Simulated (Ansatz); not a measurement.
The start is a relaxed TiO2 cell with every coordinate shifted by Gaussian noise of σ = 0.45 Å. A full variable-cell relaxation at zero pressure is run with r2SCAN (plane waves to 500 eV, PAW, scalar-relativistic; Ansatz, a first-principles code). The first steps use a coarse 7×7×9 k-mesh.

Initial structure:
```
TiO2
1.0
   -1.88900     1.88900     4.79434
    1.88900    -1.88900     4.79434
    1.88900     1.88900    -4.79434
Ti O
2 4
Direct
  0.27187   0.67102   0.14275
  0.38373   0.80068   0.73515
  0.42659   0.19734   0.06469
  0.09710   0.33595   0.36841
  0.49547   0.10557   0.62949
  0.86543   0.64032   0.06037
```

**Question.** By how much does the energy per atom fall from start to end?

**Answer.** About 2.0 eV/atom.

**Question.** How does the volume per atom move from start to end?

**Answer.** +46.8 %, from 11.41 to 16.75 Å³/atom.

**Question.** Is the parent structure recovered?

**Answer.** It does not go back: it is caught in Imma (No. 74), 0.068 eV/atom above the parent.

**Question.** How do the shortest distances between atoms change?

**Answer.** The closest pairs of elements (up to four, under 3.6 Å), start → end: O–Ti 1.40 → 1.80 Å; O–O 1.87 → 2.42 Å; Ti–Ti 2.31 → 3.07 Å.

**Question.** What band gap does the relaxed structure have at this level?

**Answer.** 3.19 eV, indirect (valence top at R, conduction bottom at X) (no spin-orbit coupling).

**Question.** Give the final cell and atomic positions.

**Answer.** 
```cif
data_O8Ti4
_chemical_formula_sum 'Ti4 O8'
_space_group_name_H-M_alt 'Imma'
_space_group_IT_number 74
_space_group_name_Hall '-I 2b 2'
_cell_length_a 3.78060
_cell_length_b 5.99897
_cell_length_c 8.86124
_cell_angle_alpha 90.000
_cell_angle_beta 90.000
_cell_angle_gamma 90.000
loop_
_atom_site_label
_atom_site_type_symbol
_atom_site_symmetry_multiplicity
_atom_site_Wyckoff_symbol
_atom_site_fract_x
_atom_site_fract_y
_atom_site_fract_z
_atom_site_occupancy
Ti1 Ti 4 e 0.00000 0.75000 0.11318 1
O1 O 4 a 0.00000 0.00000 0.00000 1
O2 O 4 e 0.00000 0.25000 0.66489 1
```
(The calculation used a cell of 6 atoms; values per cell refer to that cell.)

Final values are on a 10×10×10 k-mesh of the relaxed cell. The start holds a very short contact (O–Ti 1.40 Å). No spin polarisation in the result.

The first start was generated by placing the elements on the sites of a structure type. Materials Project lists a structure of TiO2 in the same space group, Imma (No. 74); the sites were not compared with it, nor with measured phases. Known forms of TiO2 include space group No. 61, 136, 141.
